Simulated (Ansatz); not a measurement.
HBr:
```
CELL_PARAMETERS angstrom
      3.13452    -2.64466     0.00000
      3.13452     2.64466     0.00000
      0.00000     0.00000     5.43998
ATOMIC_POSITIONS crystal
  H  0.06080 0.93920 0.81670
  H  0.93920 0.06080 0.31670
  Br 0.25487 0.74513 0.00430
  Br 0.74513 0.25487 0.50430
```

Relaxed with r²SCAN+D4.

### Question
Give the Bader charges and basin volumes of the independent atoms, plane-wave PAW r²SCAN+D4 (Ansatz code).

### Answer


| atom | Bader charge (e) | Bader volume (Å³) |
|---|---|---|
| H1 | +0.20 | 5.5 |
| Br3 | -0.20 | 39.3 |

Space group Cmc2_1. The workflow started from an entry of the Crystallography Open Database (COD), which files this formula under 3 space groups. Symmetry was held in the r²SCAN+D4 relaxation; its stability against distortions is not shown here. The substance is a gas or liquid at ambient conditions.

Potentials: the later of the program's two PAW sets.
